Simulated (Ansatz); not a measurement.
Computed properties of TlSbO₂ (ordering on rocksalt)

All numbers come from Ansatz 0.2.0. The calculation is non-magnetic, and the structure need not be a phase that has been made.

The cell is an ordered 4-atom cell of TlSbO₂ on the rocksalt lattice (R-3m); cell and atoms were relaxed with r2SCAN. It is trigonal, R-3m (No. 166); a = 3.516 Å, c = 19.428 Å in the conventional setting, 17.34 Å³ an atom. Tl has 6 O at 2.89 Å; Sb has 6 O at 2.35 Å; O has 3 Sb at 2.35 Å and 3 Tl at 2.89 Å.

```yaml
crystal:
  lattice:
    - [1.75812, 1.01505, 6.47594]
    - [-1.75812, 1.01505, 6.47594]
    - [0.00000, -2.03010, 6.47594]
  atoms:
    - { symbol: Tl, position: [0.00000, 0.00000, 0.00000] }
    - { symbol: Sb, position: [0.50000, 0.50000, 0.50000] }
    - { symbol: O, position: [0.22712, 0.22712, 0.22712] }
    - { symbol: O, position: [0.77288, 0.77288, 0.77288] }
```

Relaxed lattice by functional, symmetry kept:
```json
{"functional": "PBE", "k mesh": "10×10×10", "a (Å)": "3.545", "c (Å)": "19.722", "volume (Å³/atom)": "17.88"}
{"functional": "r2SCAN", "k mesh": "8×8×8", "a (Å)": "3.516", "c (Å)": "19.428", "volume (Å³/atom)": "17.34"}
{"functional": "PBEsol", "k mesh": "8×8×8", "a (Å)": "3.490", "c (Å)": "19.271", "volume (Å³/atom)": "16.94"}
{"functional": "LDA", "k mesh": "8×8×8", "a (Å)": "3.459", "c (Å)": "18.980", "volume (Å³/atom)": "16.39"}
{"functional": "HSE06", "k mesh": "6×6×6", "a (Å)": "3.511", "c (Å)": "19.501", "volume (Å³/atom)": "17.34"}
```

On this one geometry the levels give:

| level | k mesh | gap (eV) | kind | edges | least direct gap (eV) |
| --- | --- | --- | --- | --- | --- |
| LDA | 8×8×8 | none (overlap 0.25) | – | – | – |
| PBE | 8×8×8 | none (overlap 0.26) | – | – | – |
| PBE+SOC | 8×8×8 | none (overlap 0.24) | – | – | – |
| r2SCAN | 8×8×8 | none (overlap 0.19) | – | – | – |
| HSE06 | 6×6×6 | 0.02 | indirect | S₂–F (0.50) → (1/6, -1/3, -1/3) | 0.24 |

All runs use a smearing of 0.02 eV.
Wave cutoffs: 420 eV, 500 eV (r2SCAN).
Points off the special ones are mesh points or PBE's searched band edges, reused at the other levels. Run but not listed, since they were read on a mesh alone, on too coarse a mesh, or into states of the vacuum: PBE0.

With HSE06 the valence top lies at S₂–F (0.50 of the way from S₂) and the conduction bottom at k = (1/6, -1/3, -1/3), 0.02 eV higher; the smallest vertical gap, at k = (1/6, -1/3, -1/3), is 0.24 eV. (With 0.02 eV of smearing so small a gap leaves both edges partly filled, and it could close between the points sampled.) PBE+SOC gives no gap: the lowest nominally empty band dips 0.24 eV below the top of the last filled one (its bottom at Γ, the top at S₂–F (0.50 of the way from S₂)), so the cell is a metal or semimetal at this level.

The levels disagree on the kind of gap: indirect with HSE06; no gap with LDA, PBE, PBE+SOC, r2SCAN.

Only the levels marked +SOC include spin-orbit coupling.

Coordinates of k points refer to the reciprocal vectors of the primitive cell of the runs.
